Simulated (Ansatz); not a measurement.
Here is the system:

ZnHgSe₂:
```
CELL_PARAMETERS angstrom
      2.07373     1.19727     6.83371
     -2.07373     1.19727     6.83371
      0.00000    -2.39454     6.83371
ATOMIC_POSITIONS crystal
  Zn 0.49888 0.49888 0.49888
  Hg 0.00285 0.00285 0.00285
  Se 0.13081 0.13081 0.13081
  Se 0.61747 0.61747 0.61747
```

This is the PBEsol-relaxed structure.

Q: All from PBEsol in the plane-wave PAW code Ansatz, unless another level is named. Predict the electronic character.

A: no gap, with almost no states at the Fermi level (zero-gap or semimetallic).

Q: What about the formation energy from the elements (no fitted shifts)?

A: -39 kJ/mol-atom.

Space group R3m. The workflow started from a Materials Project entry (that database holds measured and hypothetical structures alike); the Crystallography Open Database copy checked does not list it. Its standing as an ambient phase is unchecked. Symmetry was held in the PBEsol relaxation; its stability against distortions is not shown here. The references are the lowest solids computed at this level, not always the standard phases. Spin–orbit coupling is left out wherever it is not named.

Potentials: the later of the program's two PAW sets.
